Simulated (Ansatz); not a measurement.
AlCrB in space group Cmcm (No. 63; Al on 4c, B on 4c, Cr on 4c), r²SCAN in the plane-wave PAW code Ansatz, all energies at zero smearing, with the estimated change up to a 700 eV cutoff added, with one set of potentials and settings (totals compare only within such a set). Cell of 6 atoms (2 Al, 2 B, 2 Cr): -8161.288 eV.

| element | reference phase | E (eV/atom) |
|---|---|---|
| Al | Fm-3m, 1 atoms in the cell | -540.4106 |
| B | R-3m, 12 atoms in the cell | -156.5545 |
| Cr | Im-3m, 2 atoms in the cell, spin-polarised | -3382.7029 |

Formation energy per atom, worked out: (-8161.288 − 2×(-540.4106) − 2×(-156.5545) − 2×(-3382.7029))/6 = -0.325 eV/atom (-31 kJ per mol of atoms), at 0 K, without zero-point energy or fitted corrections.

The start of the workflow was typed in or built on a structure type; neither database checked (COD, Materials Project) lists it. Its standing as an ambient phase is unchecked. The r²SCAN relaxation kept the symmetry of its start; whether a distortion lowers the energy is not shown. The workflow began spin-polarised and lost its moments. The references are the lowest solids computed at this level, not always the standard phases.

Potentials: the earlier of the program's two PAW sets.
